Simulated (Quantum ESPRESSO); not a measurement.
ZnGa3P3S, input and log of a self-consistent run

Simulated, not a measurement. The program is pw.x of Quantum ESPRESSO 7.5 (plane-wave density functional theory). The cell is made up: 8 atoms on a zincblende/diamond lattice, with randomly drawn elements, strain and displacements, not relaxed. PseudoDojo standard norm-conserving files (v0.5 for PBE, v0.4.1 for LDA and PBEsol) set the functional; there is no spin polarisation, spin-orbit coupling or dispersion term, and the masses in the input are unused placeholders.

Input:

```
&control calculation='scf', pseudo_dir='./dojo.nc.sr.pbe.v0_5.standard.upf', outdir='./o', disk_io='medium', tprnfor=.true., tstress=.true. /
&system ibrav=0, nat=8, ntyp=4, nbnd=46, ecutwfc=105.61755193, nosym=.true., tot_charge=0,
 occupations='smearing', smearing='fd', degauss=0.0018374661
/
&electrons conv_thr=7.350e-09, electron_maxstep=60, /
ATOMIC_SPECIES
Ga 1.0 Ga.upf
P 1.0 P.upf
S 1.0 S.upf
Zn 1.0 Zn.upf
CELL_PARAMETERS angstrom
5.6515 -0.0271 0.0
-0.0271 5.6515 0.0
0.0 0.0 5.6515
ATOMIC_POSITIONS angstrom
Zn 0.0054 0.0394 0.0148
Ga -0.0123 2.7748 2.8691
Ga 2.833 -0.0096 2.8526
Ga 2.8036 2.8542 -0.0072
P 1.4265 1.4058 1.3645
S 1.3651 4.2226 4.2181
P 4.2471 1.4142 4.2346
P 4.2247 4.2504 1.4037
K_POINTS automatic
6 6 6 1 1 1
```

The log is shortened where brackets say so; the opening notice, blank lines, dates and the lines on written files are dropped, and the path of the files is cut. It prints rydbergs, bohrs and kilobars, and counts compression as positive stress. With no partly filled state, the Fermi energy that it prints is only some level between the filled and the empty states on the mesh, and need not lie in the true gap.

```
     Program PWSCF v.7.5
     Parallel version (MPI & OpenMP), running on       1 processor cores
     Number of MPI processes:                 1
     Threads/MPI process:                     1
     [start-up lines left out]
     bravais-lattice index     =            0
     lattice parameter (alat)  =      10.6799  a.u.
     unit-cell volume          =    1218.0856 (a.u.)^3
     number of atoms/cell      =            8
     number of atomic types    =            4
     number of electrons       =        80.00
     number of Kohn-Sham states=           46
     kinetic-energy cutoff     =     105.6176  Ry
     charge density cutoff     =     422.4702  Ry
     scf convergence threshold =      7.3E-09
     mixing beta               =       0.7000
     number of iterations used =            8  plain     mixing
     Exchange-correlation= PBE
                           (   1   4   3   4   0   0   0)
     [axes and pseudopotential details left out]
   Cartesian axes
     site n.     atom                  positions (alat units)
         1        Zn     tau(   1) = (   0.0009555   0.0069715   0.0026187  )
         2        Ga     tau(   2) = (  -0.0021764   0.4909790   0.5076647  )
         3        Ga     tau(   3) = (   0.5012771  -0.0016986   0.5047451  )
         4        Ga     tau(   4) = (   0.4960750   0.5050283  -0.0012740  )
         5        P      tau(   5) = (   0.2524080   0.2487453   0.2414375  )
         6        S      tau(   6) = (   0.2415437   0.7471559   0.7463596  )
         7        P      tau(   7) = (   0.7514910   0.2502316   0.7492792  )
         8        P      tau(   8) = (   0.7475275   0.7520749   0.2483737  )
     number of k points=   108  Fermi-Dirac smearing, width (Ry)=  0.0018
     Number of k-points >= 100: set verbosity='high' to print them.
     Dense  grid:   178637 G-vectors     FFT dimensions: (  72,  72,  72)
     Estimated max dynamical RAM per process >     250.76 MB
     Initial potential from superposition of free atoms
     starting charge      79.9914, renormalised to      80.0000
     Starting wfcs are   53 randomized atomic wfcs
     total cpu time spent up to now is      131.7 secs
     per-process dynamical memory:   142.2 Mb
     Self-consistent Calculation
     iteration #  1     ecut=   105.62 Ry     beta= 0.70
     Davidson diagonalization with overlap
     ethr =  1.00E-02,  avg # of iterations =  4.0
     Threshold (ethr) on eigenvalues was too large:
     Diagonalizing with lowered threshold
     Davidson diagonalization with overlap
     ethr =  4.55E-04,  avg # of iterations =  2.0
     total cpu time spent up to now is      540.8 secs
     total energy              =    -940.59079724 Ry
     estimated scf accuracy    <       0.36119231 Ry
     iteration #  2     ecut=   105.62 Ry     beta= 0.70
     Davidson diagonalization with overlap
     ethr =  4.51E-04,  avg # of iterations =  3.4
     total cpu time spent up to now is      671.7 secs
     total energy              =    -940.68198005 Ry
     estimated scf accuracy    <       0.18166161 Ry
     iteration #  3     ecut=   105.62 Ry     beta= 0.70
     Davidson diagonalization with overlap
     ethr =  2.27E-04,  avg # of iterations =  2.0
     total cpu time spent up to now is      810.0 secs
     total energy              =    -940.71893750 Ry
     estimated scf accuracy    <       0.00908171 Ry
     iteration #  4     ecut=   105.62 Ry     beta= 0.70
     Davidson diagonalization with overlap
     ethr =  1.14E-05,  avg # of iterations =  8.7
     total cpu time spent up to now is     1037.4 secs
     total energy              =    -940.72145402 Ry
     estimated scf accuracy    <       0.00266846 Ry
     iteration #  5     ecut=   105.62 Ry     beta= 0.70
     Davidson diagonalization with overlap
     ethr =  3.34E-06,  avg # of iterations =  3.8
     total cpu time spent up to now is     1203.5 secs
     total energy              =    -940.72193459 Ry
     estimated scf accuracy    <       0.00017134 Ry
     iteration #  6     ecut=   105.62 Ry     beta= 0.70
     Davidson diagonalization with overlap
     ethr =  2.14E-07,  avg # of iterations =  2.7
     total cpu time spent up to now is     1347.6 secs
     total energy              =    -940.72196137 Ry
     estimated scf accuracy    <       0.00002591 Ry
     iteration #  7     ecut=   105.62 Ry     beta= 0.70
     Davidson diagonalization with overlap
     ethr =  3.24E-08,  avg # of iterations =  2.5
     total cpu time spent up to now is     1486.5 secs
     total energy              =    -940.72196608 Ry
     estimated scf accuracy    <       0.00000225 Ry
     iteration #  8     ecut=   105.62 Ry     beta= 0.70
     Davidson diagonalization with overlap
     ethr =  2.81E-09,  avg # of iterations =  4.0
     total cpu time spent up to now is     1666.5 secs
     total energy              =    -940.72196707 Ry
     estimated scf accuracy    <       0.00000033 Ry
     iteration #  9     ecut=   105.62 Ry     beta= 0.70
     Davidson diagonalization with overlap
     ethr =  4.08E-10,  avg # of iterations =  2.0
     total cpu time spent up to now is     1804.0 secs
     total energy              =    -940.72196713 Ry
     estimated scf accuracy    <       0.00000004 Ry
     iteration # 10     ecut=   105.62 Ry     beta= 0.70
     Davidson diagonalization with overlap
     ethr =  4.75E-11,  avg # of iterations =  3.0
     total cpu time spent up to now is     1969.1 secs
     End of self-consistent calculation
     Number of k-points >= 100: set verbosity='high' to print the bands.
     the Fermi energy is     6.7047 ev
!    total energy              =    -940.72196714 Ry
     estimated scf accuracy    <          4.4E-09 Ry
     smearing contrib. (-TS)   =      -0.00000000 Ry
     internal energy E=F+TS    =    -940.72196714 Ry
     The total energy is F=E-TS. E is the sum of the following terms:
     one-electron contribution =    -639.44937408 Ry
     hartree contribution      =     362.68417359 Ry
     xc contribution           =    -188.89882640 Ry
     ewald contribution        =    -475.05794025 Ry
     convergence has been achieved in  10 iterations
     Forces acting on atoms (cartesian axes, Ry/au):
     atom    1 type  4   force =    -0.01732278    0.00898032    0.01023094
     atom    2 type  1   force =    -0.01386356   -0.00422937   -0.04841625
     atom    3 type  1   force =     0.01762241    0.01769504   -0.03358396
     atom    4 type  1   force =     0.02488126   -0.01790607    0.01803719
     atom    5 type  2   force =    -0.00583512    0.00211262    0.01911271
     atom    6 type  3   force =     0.00412217    0.00594716    0.00626607
     atom    7 type  2   force =    -0.01199805   -0.00843285    0.01962405
     atom    8 type  2   force =     0.00239366   -0.00416684    0.00872925
     Total force =     0.085153     Total SCF correction =     0.000309
     Computing stress (Cartesian axis) and pressure
          total   stress  (Ry/bohr**3)                   (kbar)     P=      -47.81
  -0.00032298   0.00008752   0.00000595          -47.51       12.87        0.88
   0.00008752  -0.00031880  -0.00001696           12.87      -46.90       -2.49
   0.00000595  -0.00001696  -0.00033323            0.88       -2.49      -49.02
     init_run     :    125.49s CPU    131.52s WALL (       1 calls)
     electrons    :   1770.28s CPU   1837.38s WALL (       1 calls)
     forces       :     19.98s CPU     20.19s WALL (       1 calls)
     stress       :     73.31s CPU     73.62s WALL (       1 calls)
     [timing details left out]
     PWSCF        :  33m 9.61s CPU  34m24.81s WALL
     JOB DONE.
```

In other units: free energy -12799.174 eV for the cell, pressure -4.78 GPa, largest force component 1.245 eV/Å. This run is the check on a run of the same cell at 1143 eV and a 4 x 4 x 4 mesh: rerunning at 1437 eV and a 6 x 6 x 6 mesh moved values by no more than 0.008 eV in energy, 0.02 GPa in stress and 0.003 eV/Å in force.